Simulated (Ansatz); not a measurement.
## H₇NF₄ — quadrupolar parameters

The cell is an entry of the Crystallography Open Database (COD), its atoms then relaxed with PBE in this cell.

```yaml
crystal:
  lattice:
    - [3.86050, 2.22886, 4.07067]
    - [-3.86050, 2.22886, 4.07067]
    - [0.00000, -4.45772, 4.07067]
  atoms:
    - { symbol: H, position: [0.08917, 0.83730, 0.99092] }
    - { symbol: H, position: [0.99092, 0.08917, 0.83730] }
    - { symbol: H, position: [0.83730, 0.99092, 0.08917] }
    - { symbol: H, position: [0.49092, 0.33730, 0.58917] }
    - { symbol: H, position: [0.33730, 0.58917, 0.49092] }
    - { symbol: H, position: [0.58917, 0.49092, 0.33730] }
    - { symbol: H, position: [0.43562, 0.06872, 0.24781] }
    - { symbol: H, position: [0.24781, 0.43562, 0.06872] }
    - { symbol: H, position: [0.06872, 0.24781, 0.43562] }
    - { symbol: H, position: [0.74781, 0.56872, 0.93562] }
    - { symbol: H, position: [0.56872, 0.93562, 0.74781] }
    - { symbol: H, position: [0.93562, 0.74781, 0.56872] }
    - { symbol: H, position: [0.08443, 0.08443, 0.08443] }
    - { symbol: H, position: [0.58443, 0.58443, 0.58443] }
    - { symbol: N, position: [0.99985, 0.99985, 0.99985] }
    - { symbol: N, position: [0.49985, 0.49985, 0.49985] }
    - { symbol: F, position: [0.57131, 0.94945, 0.25968] }
    - { symbol: F, position: [0.25968, 0.57131, 0.94945] }
    - { symbol: F, position: [0.94945, 0.25968, 0.57131] }
    - { symbol: F, position: [0.75968, 0.44945, 0.07131] }
    - { symbol: F, position: [0.44945, 0.07131, 0.75968] }
    - { symbol: F, position: [0.07131, 0.75968, 0.44945] }
    - { symbol: F, position: [0.23624, 0.23624, 0.23624] }
    - { symbol: F, position: [0.73624, 0.73624, 0.73624] }
```

Atom numbers follow the list; atoms alike are taken as one site, whose name carries the number of the first.

Method: Kohn–Sham DFT in Ansatz, PBE, plane waves and PAW, scalar-relativistic, 420 eV cutoff, Γ-centred 4×4×4 k-points, Fermi–Dirac smearing 0.02 eV.

C_Q = eQV_zz/h, which is 24.18 MHz for Q = 1 b and V_zz = 10²¹ V/m²; η = (V_xx − V_yy)/V_zz. ν_Q = 3|C_Q|/[2I(2I − 1)].

H-2: I = 1, Q = 2.858 mb; ¹⁴N: I = 1, Q = 20.44 mb. Quadrupole moments are those of Pyykkö's year-2017 table.

**Question.** Which values are expected at the nuclei?

**Answer.** 

```json
{"site": "H1", "atoms (order as listed)": "1, 2, 3, 4, 5, 6", "first shell": "1 N at 1.04 Å; also 1 F at 1.78 Å", "C_Q (MHz)": "0.192", "η": "0.00", "ν_Q (MHz)": "0.287"}
{"site": "H7", "atoms (order as listed)": "7, 8, 9, 10, 11, 12", "first shell": "1 F at 0.99 Å; also 1 F at 1.43 Å", "C_Q (MHz)": "0.167", "η": "0.01", "ν_Q (MHz)": "0.251"}
{"site": "H13", "atoms (order as listed)": "13, 14", "first shell": "1 N at 1.03 Å; also 1 F at 1.85 Å", "C_Q (MHz)": "0.200", "η": "0.00", "ν_Q (MHz)": "0.300"}
{"site": "N", "atoms (order as listed)": "15, 16", "first shell": "4 H at 1.03–1.04 Å", "C_Q (MHz)": "0.076", "η": "0.00", "ν_Q (MHz)": "0.115"}
```

An axis of threefold or higher order runs through H13 and N, so V_zz lies along it and η is zero. At H1 V_zz points along its bond to N (within 1°). At H7 V_zz points along its bond to F (within 1°).

F has no stable isotope with a ground-state quadrupole moment in the table, so these sites are left out.

The lattice is static: at room temperature ammonium may turn and average the couplings of its hydrogen. The entry's hydrogen positions were far off; the other atoms hardly move on relaxation.
